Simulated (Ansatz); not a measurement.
How far is PAW off for MgMo?

```xyz
2
Lattice="1.4079 -0.8128 4.8762 0.0000 1.6256 4.8762 -1.4079 -0.8128 4.8762" Properties=species:S:1:pos:R:3 pbc="T T T"
Mg    0.0289    0.0289    0.0289
Mo    0.0000    0.0000    7.3143
```

Atoms are numbered in the order listed.

The structure comes from a relaxation in the same program, started in the L11 type. Whether it is a known phase or the ground state wasn't checked. The listed cell was then made from it by scaling, straining or moving an atom.

Methods: DFT, PBEsol, PAW with Ansatz's default frozen-core files, scalar-relativistic (Ansatz 0.2.0); DFT, PBEsol, all-electron PAW with datasets made for the crystal, scalar-relativistic (Ansatz 0.2.0).

For PAW: a Γ-centred 13×13×13 k mesh, Fermi–Dirac smearing of 0.03 eV, cutoff 420 eV, no spin polarisation; the PAW files were made with PBE, and the program remakes their frozen cores for this functional. The crystal-made all-electron datasets (AE datasets) take a cutoff of 280 eV at this cell. The Ansatz runs share mesh, smearing and spin set-up. Plane-wave (PAW) pressures include the program's estimate of the Pulay term.

Stress and pressure are positive in compression.

The change that made this cell: atom 1 (Mg) moved by (0.0289, 0.0289, 0.0289) Å.

No spin–orbit coupling: at heavy atoms the gradients can be off by tens of per cent for that reason.

In a metal, gradients converge slowly with the k mesh: the values move by tens of per cent from one mesh to another, at times in sign, so only the comparison on one mesh counts.

```
                             quantity     PAW  AE datasets
                       pressure (GPa)    0.05         0.05
                      stress xx (GPa)    0.04         0.03
                      stress yy (GPa)    0.00        -0.01
                      stress zz (GPa)    0.11         0.12
                      stress xz (GPa)    0.06         0.06
               force on Mg1, z (eV/Å)  -0.181       -0.181
               force on Mo2, z (eV/Å)   0.181        0.181
field gradient Vzz at Mg1 (10²¹ V/m²)   -1.73            ?
field gradient Vzz at Mo2 (10²¹ V/m²)       ?            ?
```

What belongs in the row "field gradient Vzz at Mo2 (10²¹ V/m²)", column "PAW"?

12.06.

What belongs in the row "field gradient Vzz at Mo2 (10²¹ V/m²)", column "AE datasets"?

12.15.

Fill in "AE datasets" for the row "field gradient Vzz at Mg1 (10²¹ V/m²)".

-1.81.
